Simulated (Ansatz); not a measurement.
Mg (hcp (Mg type)) was relaxed and computed twice in Ansatz (plane waves, PAW), once with PBE+D3(BJ) and once with r²SCAN.

```json
[
 {"": "cell", "run 1": "a = b = 3.1510 Å, c = 5.0480 Å, α = β = 90.00°, γ = 120.00°", "run 2": "a = 3.1939 Å, b = 3.1939 Å, c = 5.1051 Å, α = 90.00°, β = 90.00°, γ = 120.00°"}
]
```

Which run used which functional?

Run 1 is PBE+D3(BJ), run 2 is r²SCAN.

All cells were relaxed under the symmetry of their starts (and spin orders); stability against distortions was not tested throughout.

Potentials: the later of the program's two PAW sets.

Ansatz (a program for electronic structure) is a plane-wave DFT program.
